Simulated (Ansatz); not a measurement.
# Is this ZnCd₃O₄ structure a true minimum?

The structure comes from a generated guess, relaxed at this level; another structure or a mixture of phases may lie lower.

Computed with DFT PBE, scalar-relativistic, plane waves, PAW in Ansatz. Settings: cutoff 420 eV, Γ-centred mesh 8×8×8 on the computed 8-atom cell, Gaussian smearing of 0.10 eV; no spin polarisation.

The cell below (8 atoms, space group P-43m (No. 215)) is relaxed within its symmetry.

```xyz
8
Lattice="4.9987 0.0000 0.0000 0.0000 4.9987 0.0000 0.0000 0.0000 4.9987" Properties=species:S:1:pos:R:3 pbc="T T T"
Zn    0.0000    0.0000    0.0000
Cd    0.0000    2.4994    2.4994
Cd    2.4994    0.0000    2.4994
Cd    2.4994    2.4994    0.0000
O     3.8381    3.8381    1.1606
O     3.8381    1.1606    3.8381
O     1.1606    3.8381    3.8381
O     1.1606    1.1606    1.1606
```

For the test it was strained at random (σ = 1.5 % a component), the atoms were moved at random (σ = 0.10 Å), and all was relaxed again on a coarse 4×4×4 mesh (in the run’s order of axes) with 0.20 eV smearing, with no symmetry imposed.

Question: What happens?

Answer: It returns, within 1 meV/atom of the unmoved cell on that mesh and with the same symmetry when read at 0.1 Å (P2 at 0.01 Å, so small strains and shifts remain). No instability shows in this cell; modes of other wave vectors, which need another repeat, aren't tested.
